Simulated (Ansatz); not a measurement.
Starting structure of a cell relaxation (symmetry kept):

```
CELL_PARAMETERS angstrom
2.52210 0.00000 0.00000
-1.26105 2.18420 0.00000
0.00000 0.00000 12.35570
ATOMIC_POSITIONS crystal
C 0.00000 0.00000 0.18750
C 0.00000 0.00000 0.68750
C 0.00000 0.00000 0.31250
C 0.00000 0.00000 0.81250
C 0.33333 0.66667 0.52083
C 0.66667 0.33333 0.02083
C 0.33333 0.66667 0.97917
C 0.66667 0.33333 0.47917
C 0.33333 0.66667 0.64583
C 0.66667 0.33333 0.14583
C 0.33333 0.66667 0.85417
C 0.66667 0.33333 0.35417
```

Computed with DFT PBE, scalar-relativistic, plane waves, PAW (Ansatz).

Plane waves to 420 eV, a k mesh through Γ of 12×12×2 on the computed 12-atom cell and Gaussian smearing (0.02 eV); no spin polarisation.

**Question.** What does it relax to?

**Answer.** The volume rises by 0.03 Å³/atom to 5.70 Å³/atom, and the energy falls by 1.7 meV/atom. Final structure:
```
C
1.0
     2.52048    0.00000    0.00000
    -1.26024    2.18280    0.00000
     0.00000    0.00000   12.42892
C
12
Direct
  0.00000 0.00000 0.18686
  0.00000 0.00000 0.68686
  0.00000 0.00000 0.31314
  0.00000 0.00000 0.81314
  0.33333 0.66667 0.52077
  0.66667 0.33333 0.02077
  0.33333 0.66667 0.97923
  0.66667 0.33333 0.47923
  0.33333 0.66667 0.64509
  0.66667 0.33333 0.14509
  0.33333 0.66667 0.85491
  0.66667 0.33333 0.35491
```

Cost: 1 run of about 0.66 core-minutes, on Arm Neoverse V1 (shared hosts).